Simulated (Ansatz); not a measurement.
**ReO3-type BiCl3**

Level of theory: DFT, PBEsol, scalar-relativistic, no spin polarisation; plane waves to 420 eV with PAW datasets (Ansatz 0.2.0), Γ-centred 6×6×6 mesh, 0.05 eV Gaussian smearing; PAW files: Ansatz's generated set soft_2.

```cif
data_structure
_symmetry_space_group_name_H-M 'P 1'
_symmetry_Int_Tables_number 1
_cell_length_a 5.3639
_cell_length_b 5.3639
_cell_length_c 5.3639
_cell_angle_alpha 90.000
_cell_angle_beta 90.000
_cell_angle_gamma 90.000
_cell_volume 154.33
loop_
_atom_site_label
_atom_site_type_symbol
_atom_site_fract_x
_atom_site_fract_y
_atom_site_fract_z
_atom_site_occupancy
Bi1 Bi 0.00000 0.00000 0.00000 1
Cl1 Cl 0.50000 0.00000 0.00000 1
Cl2 Cl 0.00000 0.00000 0.50000 1
Cl3 Cl 0.00000 0.50000 0.00000 1
```

This is a trial structure; measured cells of the compound in the Crystallography Open Database are in space group Pna21. The ideal cubic cell shuts out tilts of the octahedra, which such structures often take.

The cell above was scaled in volume, its shape and atoms being fixed by the lattice's symmetry. Energies are counted from the cell above.

The cell is relaxed to zero pressure at this level.

```
V (Å³/atom)  ΔE (meV/atom)  P (GPa)  gap on the mesh (eV)
      37.04            7.9     1.65                  0.88
      37.81            2.0     0.80                  0.96
      38.58            0.0     0.05                  1.03
      39.35            1.4    -0.63                  1.10
      40.13            6.0    -1.24                  1.15
```

(1) What do the points give for the equilibrium volume, the bulk modulus and its pressure derivative (third-order Birch–Murnaghan)?

Answer:

(1) V0 = 38.63 Å³/atom, B0 = 36 GPa, B0′ = 4.6.

B0·V0 = 35.6 GPa × 38.63 Å³ = 8.57 eV/atom sets the scale: near the minimum ΔE ≈ ½ B0 V0 x², with x = V/V0 − 1, and a pressure of 0.4 GPa squeezes the volume by about 1 %. At the ends of the curve: x = −4.1 % predicts 7.3 meV/atom and the run gives 7.9; x = +3.9 % predicts 6.4 meV/atom and the run gives 6.0. The lopsidedness is anharmonic: atoms resist being pushed together more than being pulled apart.

Semilocal functionals underestimate band gaps, commonly by a third or more. Spin–orbit coupling, which matters for such heavy elements, is left out.
